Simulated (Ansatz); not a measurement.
Al2Au:
```xyz
3
Lattice="-1.8078 1.8078 3.8321 1.8078 -1.8078 3.8321 1.8078 1.8078 -3.8321" Properties=species:S:1:pos:R:3 pbc="T T T"
Au     0.0000     0.0000     0.0000
Al     0.0000     0.0000     2.5728
Al     0.0000     0.0000     5.0913
```

Relaxed with PBEsol. Special points in fractions of this cell's reciprocal vectors: Γ (0.000, 0.000, 0.000); X (0.000, 0.000, 0.500); P (0.250, 0.250, 0.250); N (0.000, 0.500, 0.000); M (0.500, 0.500, -0.500); S (0.306, 0.694, -0.306); S0 (-0.306, 0.306, 0.306); R (-0.111, 0.111, 0.500); G (0.500, 0.500, -0.111).

List the band energies nearest the Fermi level at these points for PBEsol (plane waves, PAW; program Ansatz).

In eV from the Fermi level; about four levels below and three above (degenerate sets whole), none deeper than 8.9 eV; points with the same levels are listed once.

```json
[
 {"k": "Γ", "below": "-5.86 -5.86 -5.22 -0.52", "above": "0.90 2.59 2.59"},
 {"k": "X", "below": "-3.35 -3.21 -1.79 -0.57", "above": "0.05 4.78 4.88"},
 {"k": "P", "below": "-3.48 -3.44 -3.44 -2.70", "above": "0.42 1.52 2.25 2.25"},
 {"k": "N", "below": "-5.85 -5.50 -4.29 -2.94", "above": "0.42 3.11 4.21"},
 {"k": "M", "below": "-5.44 -5.44 -5.17 -0.38 -0.38", "above": "2.16 4.10 8.47 8.47"},
 {"k": "S", "below": "-5.75 -5.74 -5.49 -4.63 -4.25", "above": "1.94 2.43 5.13"},
 {"k": "R", "below": "-4.51 -3.83 -3.77 -2.43", "above": "1.15 1.79 5.13"}
]
```

Space group I4/mmm (MoSi2 or CaC2 type). The cell is a constructed one: a structure type filled with these elements; neither database checked (COD, Materials Project) lists it. COD files the formula under space group No. 225. Its standing as an ambient phase is unchecked. Symmetry was held in the PBEsol relaxation; whether a distortion lowers the energy is not shown. Scalar-relativistic: spin–orbit coupling is off unless named, which matters more the heavier the elements.

Potentials: the earlier of the program's two PAW sets. The files were generated under PBE; for other functionals the program regenerates the frozen cores, and for LDA and PBEsol the local potential too.
